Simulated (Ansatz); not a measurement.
The guess for MnOsC₄N₄ was made by a generator: two interpenetrating cyanide-bridged diamond nets (P-43m, No. 215). The dimensions are guesses.

```xyz
10
Lattice="5.8844 0.0000 0.0000 0.0000 5.8844 0.0000 0.0000 0.0000 5.8844" Properties=species:S:1:pos:R:3 pbc="T T T"
Mn    2.9422    2.9422    2.9422
Os    0.0000    0.0000    0.0000
C     1.0947    1.0947    1.0947
C     1.0947    4.7897    4.7897
C     4.7897    1.0947    4.7897
C     4.7897    4.7897    1.0947
N     1.7702    1.7702    1.7702
N     1.7702    4.1142    4.1142
N     4.1142    1.7702    4.1142
N     4.1142    4.1142    1.7702
```

Level of theory: DFT PBE, scalar-relativistic, plane waves, PAW in Ansatz. Cutoff 420 eV, Gaussian smearing, Γ-centred meshes. Cell and atoms relax first on a coarse mesh and then on a finer one. In between, the cell is made exact in the group found at 0.06 Å. In metals the finer mesh still leaves noise of several meV/atom or more. The steps can't lower the symmetry of their start. Collinear spin, starting moments Mn 4.0; Os 1.0 μB.

A guess keeps its type if space group and coordination stay and the shape of the cell changes little (axis ratios within about 15 %, angles within 6°); the volume may change.

Question: Will the relaxed cell still be of the starting type?

Answer: It keeps its type. The symmetry stays P-43m (No. 215). The volume per atom shrinks by 2.0 %, from 20.4 to 20.0 Å³. The shortest distance goes from 1.17 Å (C–N) to 1.19 Å (C–N). Counting neighbours within 15 % of an atom's shortest distance, the start has C 1, Mn 4, N 1, Os 4 and the end C 1, Mn 4, N 1, Os 4.

Energies over the elements count from the elements' standard structures at the same level (N₂ as a molecule), with no fitted energy shifts.

Question: At what energy does it end?

Answer: +0.46 eV/atom. A positive value: parting into the elements would lower its energy.

The last run used collinear spin, a 6×6×6 mesh for its 10-atom cell and Gaussian smearing of 0.10 eV. These runs have no spin–orbit coupling, which can matter for Os. The reference form of C is held partly by dispersion forces, which this level lacks. Another magnetic order may lie lower. Symmetry constrained the relaxation, so the result can be a saddle point.
